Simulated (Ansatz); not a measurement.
C in space group P6_3/mmc (No. 194; C on 4e, C on 4f), plane-wave PAW PBE (Ansatz code). The conduction-band minimum lies on the Γ–M line, 82 % of the way from Γ, with 6 equivalent valleys. Second derivatives d²E/dk² of the lowest band at one valley (eV·Å²), along Cartesian directions:

```
direction  d²E/dk²
---------  -------
[100]        36.43
[010]        4.463
[001]        3.773
[110]        20.45
[101]        20.11
[011]        4.116
```

Question: Find the principal effective masses, the density-of-states mass and the conductivity mass.

Answer: Off-diagonal terms follow from H_xy = H[110] − (H_xx + H_yy)/2, and m*/mₑ = 7.620 eV·Å² over each eigenvalue: 0.21, 1.7, 2.0. One valley's DOS mass (m₁m₂m₃)^(1/3) = 0.90, conductivity mass 3/(Σ 1/mᵢ) = 0.51 mₑ.

Question: What effective density of states Nc follows at 300 K for parabolic valleys?

Answer: Nc = 2.509e19 × 6 × (0.90)^(3/2) ≈ 1.3e20 cm⁻³.

The first step of the workflow began from a Materials Project structure, measured or hypothetical. Its sites differ from those of the usual phase in this space group: another stacking or structure type. Symmetry was held in the PBE relaxation; whether a distortion lowers the energy is not shown.

Potentials: the earlier of the program's two PAW sets.

Edges and masses are those of Kohn–Sham bands, whose gap is no quasiparticle gap.
